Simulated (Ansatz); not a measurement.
Fields on a plane of TiSi2 (C49 type, space group Cmcm)

```xyz
6
Lattice="1.7633 -6.7584 0.0000 1.7633 6.7584 0.0000 0.0000 0.0000 3.5652" Properties=species:S:1:pos:R:3 pbc="T T T"
Si     1.7633    -5.9699     2.6739
Si     1.7633     5.9699     0.8913
Si     1.7633     3.3752     2.6739
Si     1.7633    -3.3752     0.8913
Ti     1.7633    -1.3949     2.6739
Ti     1.7633     1.3949     0.8913
```

The slice is a (010) plane (indices of the conventional cell) through the point (0.250, 0.750, 0.750) (fractional), spanned by u = [110] and v = [001] in vectors of this cell: u (3.53 Å) and v (3.57 Å, at 90° to u). It covers one period; positions are fractions (u, v).

Atoms on it: Si at (0.00, 0.00); Si at (0.50, 0.50).

All values below come from r2SCAN (plane waves to 500 eV, PAW, scalar-relativistic; Ansatz, a quantum-chemistry and plane-wave program). k mesh 14×14×13. Near the nuclei the fields are pseudised (PAW); where an atom keeps semicore shells as valence, they peak there. This is one of several known forms of TiSi2; the measured ambient cells at hand have space group No. 70. TiSi2 is run without spin polarisation. TiSi2 was relaxed with its symmetry unable to fall.

```
|xxxxxxxx =*%@@@@@%*= xxxxxxx|
|xxxxxxxx =*%%@@@%%*= xxxxxxx|
|xxxxxxxx.=*#%%%%%#*=.xxxxxxx|
|xxxxxxx -+***#*#***+- xxxxxx|
|xxxxxxx.-=++=====++=-.xxxxxx|
|xxxxxx.:---:.   .:---:.xxxxx|
|xxxx .:-:. xxxxxxx .:-:. xxx|
|  .:---:.xxxxxxxxxxx.:---:. |
|===++=-.xxxxxxxxxxxxx.-=++==|
|*#***+- xxxxxxxxxxxxx -+***#|
|%%%#*=.xxxxxxxxxxxxxxx.=*#%%|
|@@%%*= xxxxxxxxxxxxxxx =*%%@|
|@@@%*= xxxxxxxxxxxxxxx =*%@@|
|@@@%*= xxxxxxxxxxxxxxx =*%@@|
|@@@%*= xxxxxxxxxxxxxxx =*%@@|
|@@%%*= xxxxxxxxxxxxxxx =*%%@|
|%%%#*=.xxxxxxxxxxxxxxx.=*#%%|
|*****+- xxxxxxxxxxxxx -+****|
|===++=-.xxxxxxxxxxxxx.-=++==|
|  .:---:.xxxxxxxxxxx.:---:. |
|xxxx .:-:. xxxxxxx .:-:. xxx|
|xxxxxx.:---:.   .:---:.xxxxx|
|xxxxxxx.-=++=====++=-.xxxxxx|
|xxxxxxx -+*********+- xxxxxx|
|xxxxxxxx.=*#%%%%%#*=.xxxxxxx|
|xxxxxxxx =*%%@@@%%*= xxxxxxx|
|xxxxxxxx =*%@@@@@%*= xxxxxxx|
|xxxxxxxx =*%@@@@@%*= xxxxxxx|
```
Scale: ten equal steps from 2.00 (start of ' ') to 10.48 (end of '@'), in the order ' .:-=+*#%@'. Values: electrostatic potential energy of an electron, from the cell's mean, in eV. The map has 28 points along u (one character each, u = 0 at the left) and 28 along v (v = 0 in the bottom row). Points within 1 Å of a nucleus are blanked (x), as the pseudised field means little there. Values under 2 eV are set to 2. The zero, the cell's mean, hangs on the PAW cores.

```
|1246899988776666677889998642|
|3457899998776666677899998754|
|6678999998877777778899999876|
|7889999998887777788899999988|
|9999999999888888888999999999|
|9999999999998888899999999999|
|9999999999999999999999999999|
|8889999999999999999999999988|
|8888899999999999999999998888|
|7778889999998878899999988877|
|7777889999987666789999988777|
|6667789999875434578999987766|
|6667788999864212468999887766|
|6667788998763101367899887766|
|6667788999864212468999887766|
|6667789999875434578999987766|
|7777889999987666789999988777|
|7778889999998878899999988877|
|8888899999999999999999998888|
|8889999999999999999999999988|
|9999999999999999999999999999|
|9999999999998888899999999999|
|9999999999888888888999999999|
|7889999998887777788899999988|
|6678999998877777778899999876|
|3457899998776666677899998754|
|1246899988776666677889998642|
|0136789988776666677889987631|
```
Scale: ten equal steps from -1.45 (start of '0') to -0.36 (end of '9'), in the order '0123456789'. Values: log₁₀ of the valence density in e/Å³. The map has 28 points along u (one character each, u = 0 at the left) and 28 along v (v = 0 in the bottom row). The scale is logarithmic, as a density can span decades between atoms and voids.

| Property | Result |
|---|---|
| Density on the Si–Si line (2.51 Å) at its midpoint | 0.41 e/Å³ |
| ELF at that point | 0.78 |
| ELF maximum in the middle third of the Si–Si line | 0.78, 1.1 Å from Si |
